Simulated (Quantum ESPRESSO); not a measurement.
Inputs of pw.x and gipaw.x (a modified build of Quantum ESPRESSO, PBE) for GaN; the starting potential comes from an earlier run on another mesh:

```
&CONTROL
  calculation = 'scf'
  prefix = 'x'
  pseudo_dir = './pseudo'
  outdir = './out'
  tprnfor = .true.
/
&SYSTEM
  ibrav = 0
  nat = 2
  ntyp = 2
  ecutwfc = 50
  ecutrho = 200
  occupations = 'fixed'
  nbnd = 9
/
&ELECTRONS
  conv_thr = 1e-11
  startingpot = 'file'
/
ATOMIC_SPECIES
Ga 69.723 Ga.GGA_PBE-JTH.UPF
N 14.007 N.GGA_PBE-JTH.UPF
CELL_PARAMETERS angstrom
    0.000000000000     2.253500000000     2.253500000000
    2.253500000000     0.000000000000     2.253500000000
    2.253500000000     2.253500000000     0.000000000000
ATOMIC_POSITIONS crystal
Ga     0.000000000000     0.000000000000     0.000000000000
N      0.750000000000     0.750000000000     0.750000000000
K_POINTS automatic
10 10 10 1 1 1
```

```
&INPUTGIPAW
  job = 'nmr'
  prefix = 'x'
  tmp_dir = './out/'
  restart_mode = 'from_scratch'
  pawproj(1) = .true.
  pawproj(2) = .true.
  use_nmr_macroscopic_shape = .false.
/
```

The cell comes from the Materials Project (a computed structure). It is GaN in F-43m. Stability against distortions was not tested.

Task: What does gipaw.x print for the total shieldings?

Result: 
```
     Total NMR chemical shifts in ppm: ---------------------------------------
     (adopting the Simpson convention for anisotropy and asymmetry)-----------

     Atom  1  Ga  pos: (  0.000000  0.000000  0.000000)  Total sigma:        1318.40
          1318.3992          0.0000          0.0000
             0.0000       1318.3992         -0.0000
             0.0000          0.0000       1318.3992

     Ga      1    anisotropy:      0.00    eta:    0.0000
     Ga      1    sigma_11=   1318.40
     Ga      1    sigma_22=   1318.40
     Ga      1    sigma_33=   1318.40

     Atom  2  N   pos: (  1.060660  1.060660  1.060660)  Total sigma:         110.99
           110.9873         -0.0000          0.0000
             0.0000        110.9873          0.0000
             0.0000          0.0000        110.9873

     N       2    anisotropy:     -0.00    eta:    0.0000
     N       2    sigma_11=    110.99
     N       2    sigma_22=    110.99
     N       2    sigma_33=    110.99
```
The printed anisotropy is 3/2 (σ_33 − σ_iso) in the program's own order; the axes are left out here. All sites are cubic, so the anisotropy vanishes by symmetry. These are absolute shieldings with no macroscopic susceptibility term; δ = σ_ref − σ needs a reference computed alike. By our sweeps, such settings leave a few ppm in absolute σ on light atoms and up to some 20 ppm from Zn on. The structure is static (0 K, no zero-point motion).
